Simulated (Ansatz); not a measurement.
The guess for CaScC₆N₆ was made by a generator: cyanide-bridged rock-salt net of two metals, 0 guest cations a cell (Fm-3m, No. 225). Lengths were set from tabulated atomic sizes, so they are only a guess.

```cif
data_structure
_symmetry_space_group_name_H-M 'P 1'
_symmetry_Int_Tables_number 1
_cell_length_a 7.6311
_cell_length_b 7.6311
_cell_length_c 7.6311
_cell_angle_alpha 60.000
_cell_angle_beta 60.000
_cell_angle_gamma 60.000
_cell_volume 314.23
loop_
_atom_site_label
_atom_site_type_symbol
_atom_site_fract_x
_atom_site_fract_y
_atom_site_fract_z
_atom_site_occupancy
Ca1 Ca 0.00000 0.00000 0.00000 1
Sc1 Sc 0.50000 0.50000 0.50000 1
C1 C 0.80486 0.19514 0.19514 1
C2 C 0.19514 0.80486 0.19514 1
C3 C 0.19514 0.19514 0.80486 1
C4 C 0.19514 0.80486 0.80486 1
C5 C 0.80486 0.19514 0.80486 1
C6 C 0.80486 0.80486 0.19514 1
N1 N 0.69644 0.30356 0.30356 1
N2 N 0.30356 0.69644 0.30356 1
N3 N 0.30356 0.30356 0.69644 1
N4 N 0.30356 0.69644 0.69644 1
N5 N 0.69644 0.30356 0.69644 1
N6 N 0.69644 0.69644 0.30356 1
```

These are results of DFT PBE, scalar-relativistic, plane waves, PAW in Ansatz, not measurements. Cutoff 420 eV, Gaussian smearing, Γ-centred meshes. Cell and atoms relax first on a coarse mesh and then on a finer one. In between, the cell is made exact in the group found at 0.06 Å. In metals the finer mesh still leaves noise of several meV/atom or more. The steps can't lower the symmetry of their start. No spin polarisation.

A guess keeps its type if space group and coordination stay and the shape of the cell changes little (axis ratios within about 15 %, angles within 6°); the volume may change.

**Question.** Does it keep its structure type, or change into something else?

**Answer.** It keeps its type. The symmetry stays Fm-3m (No. 225). The volume per atom grows by 34.2 %, from 22.4 to 30.1 Å³. The shortest distance stays 1.17 Å (C–N). Counting neighbours within 15 % of an atom's shortest distance, the start has C 1, Ca 6, N 1, Sc 6 and the end C 1, Ca 6, N 1, Sc 6.

The last run used a 6×6×6 mesh for its 14-atom cell and Gaussian smearing of 0.10 eV. The cell is a metal run without spin; a magnetic state may lie lower. Symmetry constrained the relaxation, so the result can be a saddle point.
